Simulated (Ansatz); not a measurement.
NaLiCdS2:
```
NaLiCdS2
1.0
    4.09305     0.00000     0.00000
   -2.04652     3.54468     0.00000
    0.00000     0.00000     6.91625
Na Li Cd S
1 1 1 2
Direct
  0.33333   0.66667   0.97329
  0.66667   0.33333   0.66273
  0.00000   0.00000   0.38039
  0.66667   0.33333   0.24310
  0.00000   0.00000   0.74049
```

Tensor components refer to the Cartesian frame of this cell.

**Question.** Give the high-frequency dielectric tensor and the Born effective charge tensors of the independent atoms from DFPT, PBEsol in the plane-wave PAW code Ansatz.

**Answer.** 
ε∞:
```
5.07  0.00  0.00
0.00  5.07  0.00
0.00  0.00  4.85
```
Z* of atom 1 (Na), rows: field, columns: displacement, in e:
```
1.13  0.00  0.00
0.00  1.13  0.00
0.00  0.00  1.53
```
Z* of atom 2 (Li), rows: field, columns: displacement, in e:
```
0.97  0.00  0.00
0.00  0.97  0.00
0.00  0.00  0.74
```
Z* of atom 3 (Cd), rows: field, columns: displacement, in e:
```
2.09  0.00  0.00
0.00  2.09  0.00
0.00  0.00  1.57
```
Z* of atom 4 (S), rows: field, columns: displacement, in e:
```
-2.47   0.00   0.00
 0.00  -2.47   0.00
 0.00   0.00  -1.73
```
Z* of atom 5 (S), rows: field, columns: displacement, in e:
```
-1.72   0.00   0.00
 0.00  -1.72   0.00
 0.00   0.00  -2.11
```

Static charges for comparison (Bader): Na1 +0.84, Li2 +0.87, Cd3 +0.71, S4 -1.04, S5 -1.39 e. Born charges measure polarisation by displacement and can exceed these by far.

Space group P3m1. The first step of the workflow began from a Materials Project structure, measured or hypothetical; the Crystallography Open Database copy checked does not list it. Whether it is the stable phase at ambient conditions was not checked. Symmetry was held in the PBEsol relaxation; whether a distortion lowers the energy is not shown. Spin–orbit coupling is left out wherever it is not named.

Potentials: the later of the program's two PAW sets.
